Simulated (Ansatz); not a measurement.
CrB$_{4}$ in space group Immm (No. 71; Cr on 2a, B on 8l) under volume change, r²SCAN (plane waves, PAW; program Ansatz), shape and atoms relaxed at each volume.

```csv
V (Å³/atom),E − E(relaxed) (meV/atom),P (GPa)
6.698,60.4,31.51
6.919,[?],[?]
7.140,6.1,9.00
7.360,0.0,0.00
7.581,5.5,-7.77
7.802,[?],[?]
8.023,45.0,-20.29
```

Q: Complete the blanks.

A: 
- 7.802, E − E(relaxed) (meV/atom): 20.9
- 7.802, P (GPa): -14.49
- 6.919, E − E(relaxed) (meV/atom): 25.5
- 6.919, P (GPa): 19.42

Q: What does a third-order Birch–Murnaghan fit give for V₀, B₀ and B′?

A: V₀ = 7.36 Å³/atom, B₀ = 278 GPa, B′ = 3.9.

The first step of the workflow began from a Materials Project structure, measured or hypothetical; the Crystallography Open Database files this formula in space group No. 71, but the cells were not matched. Its standing as an ambient phase is unchecked. The cell was relaxed with r²SCAN under the symmetry of its start; its stability against distortions is not shown here. The run is not spin-polarised.

Potentials: the later of the program's two PAW sets.
